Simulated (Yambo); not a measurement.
Yambo run on AlAs (zinc blende, space group F-43m, No. 216). The wavefunctions are PBE (stringent potentials; Quantum ESPRESSO, PseudoDojo norm-conserving, 104 Ry, without SOC) ones on a 4×4×4 mesh (13 occupied bands); a = b = c = 4.0128 Å, α = β = γ = 60.00°.

Yambo input:

```
rim_cut
HF_and_locXC
RandQpts= 1000000
RandGvec= 1 Ry
EXXRLvcs= 104 Ry
VXCRLvcs= 416 Ry
% QPkrange
 1 | 1 | 13 | 14 |
 3 | 3 | 13 | 14 |
 7 | 7 | 13 | 14 |
 8 | 8 | 13 | 14 |
%
```

k points by index: 1 = Γ, 3 = L, 7 = X, 8 = W.

Resulting energies as the program prints them:

```
#    K-point    Band    Eo [eV]    Ehf [eV]    Vxc [eV]    Vnlxc [eV]
#
    1    13    0.000000    -1.886667    -13.03830    -14.92496
    1    14    1.991831    6.067232    -11.83427    -7.758869
    3    13    -0.819061    -3.040747    -12.47731    -14.69900
    3    14    2.117455    6.048508    -10.23295    -6.301897
    7    13    -2.155110    -4.924956    -11.59328    -14.36313
    7    14    1.452972    5.059176    -8.398076    -4.791872
    8    13    -2.796012    -5.545299    -10.71157    -13.46086
    8    14    4.329584    8.493991    -9.877832    -5.713425
```
Exchange alone, without screening.

Geometry relaxed with PBEsol.
